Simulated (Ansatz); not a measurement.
A plane-wave DFT run in Ansatz 0.2.0 (scalar-relativistic PAW potentials unless the input names others): input and command.

```yaml
crystal:
  lattice:
    - [-2.2961916579, 2.2961916579, 2.3196682292]
    - [2.2961916579, -2.2961916579, 2.3196682292]
    - [2.2961916579, 2.2961916579, -2.3196682292]
  atoms:
    - { symbol: Ca, position: [0.5, 0.5, 0.0] }
basis:
  ecutwfc: 420
kpoints:
  mp_grid: { grid: [14, 14, 14] }
hamiltonian:
  xc: pbesol
scf:
  occupations: { method: gaussian, width: 0.1 }
  max_iter: 50
output:
  forces: true
  eigenvalues: true
  stress: true
total_charge: 4
```

```bash
ansatz run input.yaml --threads 1 --pin off --max-ram 1331MiB --backend cpu --events-out ev --progress --plain --runs-dir out
```

Abridged log:
```
Basis set: ecut = 420 eV, 959 PW (Γ), exchange–correlation on 54×54×54 points (8 copies of the dense FFT grid, shifted against one another)
Bands: 7, of which v1, the nominal top of the filled ones, is band 3 counted from 1 (2 counted from 0)
Symmetry: 16 space group operations
k-points: 244 of 2744
SCF iter   1: F=—  HF=-1765.860418 eV  |F-HF|=—  |Δ(HF+E_count)|=         —  Δρ=2.42e-1  dr2=2.34e1  ethr=1.77e-3  ⟨swp⟩=7.2  Hψ=20870  notcnv=0
SCF iter   2: F=—  HF=-1753.077133 eV  |F-HF|=—  |Δ(HF+E_count)|=    1.28e1  Δρ=8.22e-2  dr2=3.47e0  ethr=1.77e-3  ⟨swp⟩=6.3  Hψ=8522  notcnv=0  defer=7
SCF iter   3: F=—  HF=-1751.151921 eV  |F-HF|=—  |Δ(HF+E_count)|=    1.93e0  Δρ=4.40e-2  dr2=3.39e-1  ethr=1.77e-3  ⟨swp⟩=7.9  Hψ=8325  notcnv=0  defer=16
SCF iter   4: F=—  HF=-1751.596117 eV  |F-HF|=—  |Δ(HF+E_count)|=   4.44e-1  Δρ=8.84e-2  dr2=1.37e0  ethr=1.77e-3  ⟨swp⟩=8.4  Hψ=11190  notcnv=0  defer=57  recentre
SCF iter   5: F=—  HF=-1751.277661 eV  |F-HF|=—  |Δ(HF+E_count)|=   3.18e-1  Δρ=7.01e-2  dr2=8.61e-1  ethr=1.77e-3  ⟨swp⟩=3.3  Hψ=3862  notcnv=0  defer=101
SCF iter   6: F=—  HF=-1751.333311 eV  |F-HF|=—  |Δ(HF+E_count)|=   5.57e-2  Δρ=1.16e-1  dr2=2.36e0  ethr=1.77e-3  ⟨swp⟩=9.1  Hψ=12359  notcnv=0  defer=84  recentre
SCF iter   7: F=—  HF=-1751.230202 eV  |F-HF|=—  |Δ(HF+E_count)|=   1.03e-1  Δρ=8.24e-2  dr2=1.19e0  ethr=1.77e-3  ⟨swp⟩=2.2  Hψ=3078  notcnv=0  defer=7
SCF iter   8: F=—  HF=-1751.167846 eV  |F-HF|=—  |Δ(HF+E_count)|=   6.24e-2  Δρ=7.88e-3  dr2=1.09e-2  ethr=1.77e-3  ⟨swp⟩=3.0  Hψ=3067  notcnv=0  defer=33
SCF iter   9: F=—  HF=-1751.167337 eV  |F-HF|=—  |Δ(HF+E_count)|=   5.09e-4  Δρ=1.38e-3  dr2=3.37e-4  ethr=1.82e-4  ⟨swp⟩=2.5  Hψ=3392  notcnv=0  defer=6
SCF iter  10: F=—  HF=-1751.167319 eV  |F-HF|=—  |Δ(HF+E_count)|=   1.78e-5  Δρ=4.69e-4  dr2=3.84e-5  ethr=5.62e-6  ⟨swp⟩=1.5  Hψ=2283  notcnv=0  defer=4
SCF iter  11: F=—  HF=-1751.167317 eV  |F-HF|=—  |Δ(HF+E_count)|=   1.72e-6  Δρ=8.62e-6  dr2=1.16e-8  ethr=1.67e-9  ⟨swp⟩=9.0  Hψ=18954  notcnv=0
SCF iter  12: F=-1751.167317 eV  HF=-1751.167317 eV  |F-HF|=1.10e-8  |Δ(HF+E_count)|=   6.12e-9  Δρ=9.21e-6  dr2=1.52e-8  ethr=1.94e-10  ⟨swp⟩=2.0  Hψ=5164  notcnv=0
smearing: bands 1 to 3 share 4.000 electrons (bands counted from 0; each is filled to between 0.6358 and 0.7016 of a full level; at each k-point the levels lie within 1.3e-2 eV, against a smearing width of 0.1000 eV). The entropy term TS of this state is 0.1541 eV
SCF 1 converged in 12 iterations: F = -1751.167317 eV  dr2 = 1.52e-8
SCF converged after 12 iterations
Free energy (F): -1751.167317 eV
Harris-Foulkes:  -1751.167317 eV  (|F-HF|=1.10e-8)
Internal energy: -1751.013266 eV  (E = F + TS)
E sigma→0 (E₀):  -1751.090291 eV
Entropy (-TS):   -0.154052 eV (-154.052 meV/atom)
Fermi energy:    -31.925706 eV
--- Forces (eV/Å), atoms counted from 1 ---
  atom   1  Ca     0.00000000     0.00000000     0.00000000
--- Stress (GPa, compression-positive) ---
       -3.019535       0.000000       0.000000
        0.000000      -3.019535       0.000000
        0.000000       0.000000      -3.175657
  P = ⅓ Tr σ = -3.0716 GPa (-30.716 kbar)
```

Q: What is wrong with this input?

A: The fault is a net charge on a solid that should be neutral, 4 electrons a cell too few, offset by a uniform background, so that energy and pressure hang on that convention (total_charge: not typed → 4, the first being the value of the sound run). Setting it back cures it. The run converged all the same, with a total energy on another zero, pressure -3.07 GPa (with the neutralising background of the charged cell), largest force 0.000 eV/Å, no gap on the mesh, so convergence alone doesn't show that an input is right. A reference run from the same start on usual settings converged with pressure -2.44 GPa, largest force 0.000 eV/Å, no gap on the mesh.